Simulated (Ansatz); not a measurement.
Relaxed-ion elastic tensor of Zr$_{3}$N$_{4}$ in space group I-43d (No. 220; Zr on 12a, N on 16c) in GPa (Voigt order), plane-wave PAW PBEsol (Ansatz code); density 7.27 g/cm³, 10.75 Å³ per atom.

```
436  150  150  0.0  0.0  0.0
150  436  150  0.0  0.0  0.0
150  150  436  0.0  0.0  0.0
0.0  0.0  0.0  141  0.0  0.0
0.0  0.0  0.0  0.0  141  0.0
0.0  0.0  0.0  0.0  0.0  141
```

Task: Is the crystal mechanically stable?

Result: Yes: the smallest eigenvalue of C is 141 GPa.

Task: Work out the Voigt, Reuss and Hill averages.

Result: K_V = 245, K_R = 245, K_H = 245; G_V = 142, G_R = 142, G_H = 142 GPa.

Task: Give Young's modulus, Poisson's ratio, Pugh's ratio and the universal anisotropy index.

Result: E = 9KG/(3K + G) = 356 GPa; ν = 0.26; K/G = 1.73 (near the Pugh limit of 1.75, no verdict); A_U = 5G_V/G_R + K_V/K_R − 6 = 0.00.

Task: Estimate the sound speeds and the Debye temperature.

Result: v_l = √((K + 4G/3)/ρ) = 7720 m/s, v_t = √(G/ρ) = 4410 m/s, mean 4910 m/s; Θ = (h/k)(3n/4πV)^(1/3) v_m = 662 K.

Task: Give the Zener ratio and Young's modulus along [100], [110] and [111].

Result: A = 2C44/(C11 − C12) = 0.99; 1/E = S11 − 2(S11 − S12 − S44/2)Γ with Γ = 0, 1/4, 1/3 gives 359, 356, 355 GPa.

The PBEsol relaxation kept the symmetry of its start. No spin polarisation was allowed.

Potentials: the later of the program's two PAW sets.
